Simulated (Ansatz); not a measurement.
## Os (Fm-3m), tetragonal deformation path

These are results of Ansatz 0.2.0, DFT PBEsol, scalar-relativistic, plane waves, PAW, not measurements. Settings: plane waves to 420 eV, k-mesh 24×24×24 (Γ-centred), Gaussian smearing 0.15 eV. Spin–orbit coupling is left out, which can shift energies with elements as heavy as these. No spin polarisation. Energies are free energies at this smearing, counted from the undisturbed cell; pressure is positive in compression.

Reference structure (as given, not relaxed at this level; it stands at -20.1 GPa; this fcc form isn't the usual structure):

```yaml
crystal:
  lattice:
    - [0.00000, 1.94500, 1.94500]
    - [1.94500, 0.00000, 1.94500]
    - [1.94500, 1.94500, 0.00000]
  atoms:
    - { symbol: Os, position: [0.00000, 0.00000, 0.00000] }
```

At fixed volume and fractional coordinates, lengths along (0.000, 0.000, 1.000) are scaled against those across it; ρ is that ratio over its starting value. The cell is metallic on the mesh throughout. At ρ = 0.707 the cell becomes cubic (Im-3m), and there the slope of the energy vanishes by symmetry. At -20 GPa the given cell is far from its own equilibrium, so these figures belong to a strongly strained crystal.

```
    ρ  ΔE (meV/atom)
0.650          673.0
0.707          734.9
0.780          558.2
0.850          264.0
0.920           67.2
0.960           14.7
1.000            0.0
1.050           21.5
1.100           90.5
1.200          356.9
1.300          740.0
1.414         1232.3
1.500         1602.4
```

Q: Predict the pressure (GPa) at each point.

A:
| ρ | pressure (GPa) |
| --- | --- |
| 0.650 | -9.4 |
| 0.707 | -9.1 |
| 0.780 | -11.4 |
| 0.850 | -15.8 |
| 0.920 | -18.9 |
| 0.960 | -19.8 |
| 1.000 | -20.1 |
| 1.050 | -19.7 |
| 1.100 | -18.3 |
| 1.200 | -12.5 |
| 1.300 | -3.2 |
| 1.414 | 10.8 |
| 1.500 | 23.3 |